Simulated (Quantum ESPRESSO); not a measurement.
## Band energies of Ba$_{2}$RuH$_{6}$

```xyz
9
Lattice="0.0000 4.0337 4.0337 4.0337 0.0000 4.0337 4.0337 4.0337 0.0000" Properties=species:S:1:pos:R:3 pbc="T T T"
H      4.0337     4.0337     6.3391
H      4.0337     4.0337     1.7283
H      6.3391     4.0337     4.0337
H      1.7283     4.0337     4.0337
H      4.0337     6.3391     4.0337
H      4.0337     1.7283     4.0337
Ru     0.0000     0.0000     0.0000
Ba     6.0505     6.0505     6.0505
Ba     2.0168     2.0168     2.0168
```

PBEsol (Quantum ESPRESSO, PseudoDojo norm-conserving, 84 Ry, without SOC); path ΓXWKΓLUWLK,UX; energies in eV from the valence-band maximum.

```
k (1/Å)  point  band 17  band 18  band 19  band 20  band 21  band 22  band 23  band 24
-------  -----  -------  -------  -------  -------  -------  -------  -------  -------
0.00         Γ    -2.53    -2.53     0.00     0.00     0.00     2.72     2.72     3.53
0.19              -2.39    -2.39    -0.06    -0.02    -0.02     2.68     2.80     3.87
0.39              -2.02    -2.02    -0.23    -0.07    -0.07     2.58     2.59     4.56
0.58              -1.58    -1.58    -0.47    -0.17    -0.17     2.01     2.46     3.63
0.78         X    -1.35    -1.35    -0.59    -0.24    -0.24     1.74     2.40     3.34
0.78         W    -2.15    -1.42    -0.31    -0.31    -0.22     1.81     3.11     3.11
1.05         K    -1.86    -1.42    -0.36    -0.26    -0.23     1.86     2.87     3.39
1.38              -1.99    -1.87    -0.29    -0.14    -0.12     2.55     3.06     3.50
1.55              -2.19    -2.19    -0.14    -0.07    -0.05     2.71     2.92     4.16
1.72              -2.43    -2.43    -0.03    -0.02    -0.01     2.72     2.78     3.77
1.88         Γ    -2.53    -2.53     0.00     0.00     0.00     2.72     2.72     3.53
2.05              -2.43    -2.43    -0.03    -0.02    -0.02     2.75     2.75     3.78
2.22              -2.17    -2.17    -0.14    -0.07    -0.07     2.87     2.87     4.24
2.55         L    -1.75    -1.75    -0.40    -0.17    -0.17     3.18     3.18     3.34
2.79              -1.91    -1.62    -0.36    -0.20    -0.19     2.32     3.19     3.53
3.03         U    -1.86    -1.42    -0.36    -0.26    -0.23     1.86     2.87     3.39
3.03         W    -2.15    -1.42    -0.31    -0.31    -0.22     1.81     3.11     3.11
3.17              -2.09    -1.47    -0.32    -0.27    -0.21     1.91     3.15     3.20
3.31              -1.95    -1.59    -0.35    -0.21    -0.19     2.21     3.19     3.45
3.58         L    -1.75    -1.75    -0.40    -0.17    -0.17     3.18     3.18     3.34
3.70              -1.80    -1.72    -0.39    -0.18    -0.18     2.75     3.18     3.79
3.82              -1.91    -1.62    -0.36    -0.20    -0.19     2.32     3.19     3.53
3.94              -1.99    -1.50    -0.34    -0.24    -0.21     2.01     3.10     3.36
4.06         K    -1.86    -1.42    -0.36    -0.26    -0.23     1.86     2.87     3.39
4.06         U    -1.86    -1.42    -0.36    -0.26    -0.23     1.86     2.87     3.39
4.33         X    -1.35    -1.35    -0.59    -0.24    -0.24     1.74     2.40     3.34
```

The PBEsol gap is indirect, 1.74 eV, from Γ to X; the smallest direct gap is 1.98 eV.

Spin-orbit splittings are left out.

Geometry of the Materials Project entry, not relaxed at this level.

The structure is a Materials Project entry; no match was found in the copy of COD used, and its stability was not checked.
